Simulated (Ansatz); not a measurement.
**Two-dimensional strain map in Ti**

The calculation used DFT PBE, scalar-relativistic, plane waves, PAW in Ansatz. The runs took a 420 eV cutoff, a Γ-centred 18×18×10 mesh and Gaussian smearing (0.15 eV). No spin polarisation. Energies are free energies at this smearing, counted from the undisturbed cell; pressure is positive in compression.

Zero of the scan (as given, not relaxed at this level; it stands at -1.6 GPa):

```
Ti
1.0
     2.95000    0.00000    0.00000
    -1.47500    2.55477    0.00000
     0.00000    0.00000    4.68600
Ti
2
Direct
  0.33333 0.66667 0.25000
  0.66667 0.33333 0.75000
```

The cell is strained by p along both x and y and by q along z, fractional coordinates fixed. Points are written (p, q).

Energy above the undisturbed cell in meV/atom (a dash: not computed):

```
 p \ q  -0.030  -0.015  0.000  0.015  0.030
-0.030    35.4    23.3   16.3   14.1   16.3
-0.015    12.2     4.3    1.4    3.2    9.2
 0.000     3.0    -0.9    0.0    5.4   14.8
 0.015     6.6     6.4   10.8   19.6   32.2
 0.030    21.7    25.1   32.8   44.6   60.3
```

Pressure in GPa:

```
 p \ q  -0.030  -0.015  0.000  0.015  0.030
-0.030     9.8     7.6    5.5    3.6    1.9
-0.015     5.6     3.6    1.7    0.0   -1.5
 0.000     1.8     0.0   -1.6   -3.2   -4.6
 0.015    -1.4    -3.1   -4.6   -6.0   -7.3
 0.030    -4.3    -5.8   -7.2   -8.4   -9.6
```